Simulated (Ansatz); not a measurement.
Theory: DFT PBE, scalar-relativistic, plane waves, PAW, and for the lanthanide a 4f-in-core norm-conserving potential (Ansatz). Settings of the last relaxation (5-atom cell): 690 eV, 12×12×4 k points, Gaussian smearing of 0.10 eV, no spin polarisation.

The zero of energy is the elements' standard structures at the same level (H₂ as a molecule); no fitted shifts are applied.

Task: Find a candidate hexagonal metal with formula Sm₃H₂, with a formation energy near −0.08 eV/atom and a density near 6.94 g/cm³, in a cell of 5 atoms.

Result: Sm₃H₂, space group P-6m2 (No. 187). Sm on a site of symmetry 3m has 3 H at 2.64 Å; around Sm on a site of symmetry -6m2 lie 3 H at 2.13 Å; around H on its first site lie 6 Sm at 2.64 Å; around H on its second site lie 3 Sm at 2.13 Å.

```cif
data_structure
_symmetry_space_group_name_H-M 'P-6m2'
_symmetry_Int_Tables_number 187
_cell_length_a 3.6818
_cell_length_b 3.6818
_cell_length_c 9.2327
_cell_angle_alpha 90.000
_cell_angle_beta 90.000
_cell_angle_gamma 120.000
_cell_volume 108.39
loop_
_atom_site_label
_atom_site_type_symbol
_atom_site_symmetry_multiplicity
_atom_site_Wyckoff_symbol
_atom_site_fract_x
_atom_site_fract_y
_atom_site_fract_z
_atom_site_occupancy
Sm1 Sm 2 i 0.66667 0.33333 0.16955 1
Sm2 Sm 1 b 0.00000 0.00000 0.50000 1
H1 H 1 a 0.00000 0.00000 0.00000 1
H2 H 1 d 0.33333 0.66667 0.50000 1
```

* Volume per atom: 21.68 Å³
* Density: 6.94 g/cm³
* Formation energy: −0.08 eV/atom
* Gap on the 12×12×4 mesh of the 5-atom cell: 0 eV (a metal)

The structure comes from a generated guess, relaxed at this level; another structure or a mixture of phases may lie lower. Other answers may fit too; this one was computed.

With hydrogen, zero-point motion can shift formation energies by some tens of meV/atom. Symmetry constrained the relaxation, so the result can be a saddle point.

The lanthanide is trivalent by construction, without f bands, f moments or other valences. The reference runs of the other elements, and any phases without the lanthanide, used 420 eV, which shifts energies against them by under 10 meV/atom. The lanthanide's reference is the lowest of its hcp, dhcp and fcc cells.
